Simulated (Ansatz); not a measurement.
An Ansatz (a program for electronic structure) run. Input:

Ansatz 0.2 input:
```yaml
crystal:
  lattice:
    - [0.0, 3.2594637511, 3.2594637511]
    - [3.2594637511, 0.0, 3.2594637511]
    - [3.2594637511, 3.2594637511, 0.0]
  atoms:
    - { symbol: Sb, position: [0.75, 0.75, 0.75] }
    - { symbol: In, position: [0.0, 0.0, 0.0] }
kpoints:
  mp_grid: { grid: [23, 23, 23] }
hamiltonian:
  xc: pbesol
  pseudopotentials: { kind: paw }
scf:
  occupations: { method: fermi_dirac, width: 0.1 }
elastic: { mode: relaxed_ion, stencil: two_point, amplitude: 0.005, f_tol: 0.0005 }
```

Output (shortened):

```
Pseudopotentials: kind: paw
Pseudopotential: Sb, paw, valence charge 15
Pseudopotential: In, paw, valence charge 13
Functional definition: PBEsol
Crystal: 2 atoms, lattice volume = 69.258 Å³
Basis set: ecut = 420 eV, 1363 PW (Γ), exchange–correlation on 64×64×64 points (8 copies of the dense FFT grid, shifted against one another)
Bands: 18, of which v1, the nominal top of the filled ones, is band 14 counted from 1 (13 counted from 0)
Symmetry: 24 space group operations
Space group: F-43m (ITA 216), of the structure as read, at distance tolerance 4.1e-5 Å
k-points: 364 of 12167 (time reversal used)
PAW frozen core: Sb, regenerated for the run's functional, and the local potential with it
PAW frozen core: In, regenerated for the run's functional, and the local potential with it
Initial wavefunctions: pseudopotential atomic-orbital guess
Eigensolver: davidson
Functional: x = pbesol(κ = 0.804, μ = 0.12345679012345678), c = pbesol(β = 0.046)
all-band conjugate gradients solve this SCF's bands
SCF 1 converged in 10 iterations: F = -11933.650668 eV  dr2 = 1.89e-14
density extrapolation: transplant  |δρ|_rms = 2.012e-2 e/Å³  SAD shift = 5.535e-3 e/Å³
Crystal: 2 atoms, lattice volume = 68.911 Å³
Symmetry: 8 space group operations
k-points: 936 of 12167 (time reversal used)
Initial density: handed on by an earlier stage of this run
Initial wavefunctions: those handed on with the density
SCF 2 converged in 8 iterations: F = -11933.650327 eV  dr2 = 1.67e-14
density extrapolation: first-order (α = -2.000)  |δρ|_rms = 2.012e-2 e/Å³  SAD shift = 5.494e-3 e/Å³
Crystal: 2 atoms, lattice volume = 69.604 Å³
SCF 3 converged in 6 iterations: F = -11933.650348 eV  dr2 = 4.18e-15
Crystal: 2 atoms, lattice volume = 69.257 Å³
Symmetry: 4 space group operations
k-points: 1728 of 12167 (time reversal used)
Initial wavefunctions: pseudopotential atomic-orbital guess (no wavefunctions were taken with the density)
SCF 4 converged in 10 iterations: F = -11933.650420 eV  dr2 = 3.16e-14
relax step   1: F+E_penalty+E_count = -11933.65042048 eV  Δ(F+E_penalty+E_count) = +0.000e0 eV  max|allowed force component| = 3.614e-2 eV/Å  Δτ_max = 0.0000 Å  (10 SCF iters, accepted)
density extrapolation: transplant  |δρ|_rms = 2.012e-2 e/Å³  SAD shift = 1.722e-2 e/Å³
Crystal: 2 atoms, lattice volume = 69.257 Å³
SCF 5 converged in 8 iterations: F = -11933.650377 eV  dr2 = 2.06e-14
relax step   2: F+E_penalty+E_count = -11933.65037683 eV  Δ(F+E_penalty+E_count) = +4.365e-5 eV  max|allowed force component| = 4.332e-2 eV/Å  Δτ_max = 0.0061 Å  (8 SCF iters, rejected (line search))
density extrapolation: transplant  |δρ|_rms = 2.012e-2 e/Å³  SAD shift = 9.471e-3 e/Å³
Crystal: 2 atoms, lattice volume = 69.257 Å³
SCF 6 converged in 8 iterations: F = -11933.650520 eV  dr2 = 6.41e-15
relax step   3: F+E_penalty+E_count = -11933.65052044 eV  Δ(F+E_penalty+E_count) = -9.996e-5 eV  max|allowed force component| = 3.831e-4 eV/Å  Δτ_max = 0.0027 Å  (8 SCF iters, accepted)
Crystal: 2 atoms, lattice volume = 69.257 Å³
SCF 7 converged in 2 iterations: F = -11933.650520 eV  dr2 = 3.46e-14
Crystal: 2 atoms, lattice volume = 69.257 Å³
SCF 8 converged in 10 iterations: F = -11933.650420 eV  dr2 = 3.15e-14
relax step   1: F+E_penalty+E_count = -11933.65042048 eV  Δ(F+E_penalty+E_count) = +0.000e0 eV  max|allowed force component| = 3.614e-2 eV/Å  Δτ_max = 0.0000 Å  (10 SCF iters, accepted)
density extrapolation: transplant  |δρ|_rms = 2.012e-2 e/Å³  SAD shift = 7.832e-3 e/Å³
Crystal: 2 atoms, lattice volume = 69.257 Å³
SCF 9 converged in 8 iterations: F = -11933.650520 eV  dr2 = 5.63e-15
relax step   2: F+E_penalty+E_count = -11933.65052045 eV  Δ(F+E_penalty+E_count) = -9.997e-5 eV  max|allowed force component| = 3.411e-8 eV/Å  Δτ_max = 0.0028 Å  (8 SCF iters, accepted)
Crystal: 2 atoms, lattice volume = 69.257 Å³
SCF 10 converged in 2 iterations: F = -11933.650520 eV  dr2 = 3.66e-14
SCF converged after 10 iterations
Free energy (F): -11933.650668 eV
Harris-Foulkes:  -11933.650668 eV  (|F-HF|=0.00e0)
Internal energy: -11933.649356 eV  (E = F + TS)
E sigma→0 (E₀):  -11933.650012 eV
Entropy (-TS):   -0.001313 eV (-0.656 meV/atom)
Fermi energy:    7.233730 eV
--- Per-component energies (eV) ---
  E_band       = -269.240900
  E_kinetic    = 450.979528
  E_local      = -3226.398082  (includes V_loc(G=0)·N_el)
  E_nonlocal   = 732.983573
  E_hartree    = 1384.089646
  E_xc         = -350.598883
  E_vxc        = -196.082003  (∫ρ·V_xc dr)
  E_paw        = -8584.734961  (= ΣΔE_a)
  E_vpaw       = -798.903229  (= ΣTr[D̂ρ^β])
  E_aug_tail   = 0.000024  (compensation charges beyond the density's cutoff)
  E_ewald      = -2340.537961
  E_core_change = 0.567760  (= ΣΔE_core)
  E_smearing   = -0.001313  (= −TS)
  E_closure    = 0.000000  (closes the sum)
  Σ components = -11933.650668   (vs F -11933.650668, Δ=0.00e0)
--- Forces (eV/Å), atoms counted from 1 ---
  atom   1  Sb     0.00000000     0.00000000     0.00000000
  atom   2  In     0.00000000     0.00000000     0.00000000
  max |Σ_I F_I| component: 8.33e-17 eV/Å
--- Stress (GPa, compression-positive) ---
        0.004024       0.000000       0.000000
        0.000000       0.004024       0.000000
        0.000000       0.000000       0.004024
  P = ⅓ Tr σ = 0.0040 GPa (0.040 kbar)
  The stress holds the Pulay correction. Without it, at fixed plane waves, as pw.x and ABINIT print it: P = -0.0262 GPa
  The stress includes an estimate of the error left by incomplete SCF convergence (largest component  0.0000 GPa; it does not cover the PAW one-centre terms).
--- Band table (eV; the first three rows and the last of 364) ---
  k-point 0: bands = ["-21.4917", "-21.4917", "-21.4917", "-21.4756", "-21.4756", "-7.4979", "-7.4979", "-7.4979", "-7.4163", "-7.4163", "-3.6329", "6.6297", "7.0031", "7.0031", "7.0031", "9.9508", "9.9508", "9.9508"]
  k-point 1: bands = ["-21.4917", "-21.4916", "-21.4916", "-21.4756", "-21.4756", "-7.4988", "-7.4975", "-7.4975", "-7.4163", "-7.4163", "-3.6160", "6.2219", "6.9752", "6.9752", "7.3318", "9.9730", "9.9900", "9.9900"]
  k-point 2: bands = ["-21.4917", "-21.4916", "-21.4916", "-21.4756", "-21.4756", "-7.5013", "-7.4963", "-7.4963", "-7.4164", "-7.4164", "-3.5655", "5.6342", "6.8978", "6.8978", "7.6693", "10.0761", "10.0985", "10.0985"]
  k-point 363: bands = ["-21.4915", "-21.4912", "-21.4897", "-21.4755", "-21.4745", "-7.5643", "-7.4684", "-7.4582", "-7.4252", "-7.4154", "-1.6974", "1.2632", "4.1468", "4.4015", "10.3115", "10.8854", "11.2667", "11.9511"]
  band table: 18 of 18 bands, residual norms ≤ 1.0e-3 eV
--- Elastic constants: 2 strain directions × 2 members + reference (group order 24) ---
  dense FFT box of the reference and of every strained cell: 32×32×32
  strains applied: 11, 23; error gains: componentwise 1.00 (the most a stress slope's error grows in a printed constant), spectral 1.73 (1 for all six strains …
  C = ∂σ_k/∂η_j (tension-positive GPa; Voigt order 11 22 33 23 13 12):
        61.151     33.485     33.485      0.000      0.000      0.000
        33.485     61.151     33.485      0.000      0.000      0.000
        33.485     33.485     61.151      0.000      0.000      0.000
         0.000      0.000      0.000     27.232      0.000      0.000
         0.000      0.000      0.000      0.000     27.232      0.000
         0.000      0.000      0.000      0.000      0.000     27.232
  reference stress σ⁰ (GPa):     -0.004     -0.004     -0.004      0.000      0.000      0.000
  moduli (Voigt/Reuss/Hill, GPa): K = 42.71/42.71/42.71   G = 21.87/19.63/20.75   E = 53.57   ν = 0.291
  mechanically stable: yes (min eigenvalue of sym C = 27.23 GPa)
  strain η (Voigt 11):  stress-route row diagonal C_11 = 61.15 GPa, energy-path curvature d²(F+E_count+ΔE)/dδ²/Ω₀ = 61.15 GPa
         δ    σ_11 (GPa)             F (eV)   n_scf  n_hpsi   n_pw
    -5.000e-3      -0.3118      -11933.6503267       8  323377   1371   relax 0 steps, max|allowed force component| 9.02e-17 eV/Å
     5.000e-3       0.2997      -11933.6503480       6  262268   1383   relax 0 steps, max|allowed force component| 9.02e-17 eV/Å
  strain η (Voigt 23):  stress-route row diagonal C_44 = 27.23 GPa, energy-path curvature d²(F+E_count+ΔE)/dδ²/Ω₀ = 27.24 GPa
         δ    σ_23 (GPa)             F (eV)   n_scf  n_hpsi   n_pw
    -5.000e-3      -0.1362      -11933.6505204       2  328435   1375   relax 3 steps, max|allowed force component| 3.83e-4 eV/Å
     5.000e-3       0.1362      -11933.6505205       2  328359   1375   relax 2 steps, max|allowed force component| 3.41e-8 eV/Å
```

Cost: roughly 28 core-minutes on shared cores.

The PBEsol relaxation kept the symmetry of its start. As this level gives no gap, shear constants depend on the k-mesh and smearing (Fermi–Dirac, 0.1 eV here). Scalar-relativistic: spin–orbit coupling is off unless named, which matters more the heavier the elements.

Potentials: the later of the program's two PAW sets.

Ansatz is a plane-wave DFT program.
